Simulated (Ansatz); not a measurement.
# TiN from LDA upwards

The starting cell is an entry of the Crystallography Open Database (1954):

```yaml
crystal:
  lattice:
    - [0.00000, 2.11900, 2.11900]
    - [2.11900, 0.00000, 2.11900]
    - [2.11900, 2.11900, 0.00000]
  atoms:
    - { symbol: Ti, position: [0.00000, 0.00000, 0.00000] }
    - { symbol: N, position: [0.50000, 0.50000, 0.50000] }
```

Atoms and cell were relaxed at zero pressure with plane-wave PAW DFT (Ansatz 0.2.0; one set of PAW datasets, made under PBE, for all functionals; 420 eV, r2SCAN 500 eV; 13×13×13 Γ-centred mesh, fermi-dirac occupations of width 0.100 eV; no spin polarisation, no spin-orbit coupling, no dispersion correction), keeping the symmetry (Fm-3m, No. 225).

Q: How do the functionals compare with each other and with the entry?

A: The relaxed conventional cells:

```json
{"functional": "LDA", "a (Å)": "4.172", "volume (Å³/atom)": "9.08", "formation energy (eV/atom)": "-2.156"}
{"functional": "PBEsol", "a (Å)": "4.204", "volume (Å³/atom)": "9.29", "formation energy (eV/atom)": "-1.926"}
{"functional": "PBE", "a (Å)": "4.247", "volume (Å³/atom)": "9.58", "formation energy (eV/atom)": "-1.712"}
{"functional": "r2SCAN", "a (Å)": "4.234", "volume (Å³/atom)": "9.49", "formation energy (eV/atom)": "-1.948"}
{"functional": "the entry", "a (Å)": "4.238", "volume (Å³/atom)": "9.51", "formation energy (eV/atom)": "–"}
```

LDA gives the smallest volume and PBE the largest, 5.5 % more, the usual order, since LDA overbinds and PBE's gradient terms loosen the lattice. Against the entry's volume: LDA -4.6 %, PBEsol -2.4 %, PBE +0.6 %, r2SCAN -0.3 %. No verdict is drawn from this: the entry is old or was flagged in a check, so the entry may be off as well as the functionals. The formation energies span 0.44 eV an atom, lowest under LDA.

Caveats: each relaxation keeps the start's symmetry, so a distorted cell may lie lower; computed cells are at 0 K with fixed nuclei, while the entry holds thermal expansion, often some tenths of a per cent in volume and more in soft crystals; formation energies are at zero smearing against the elements' usual phases under the same functional, gases as free molecules, uncorrected.
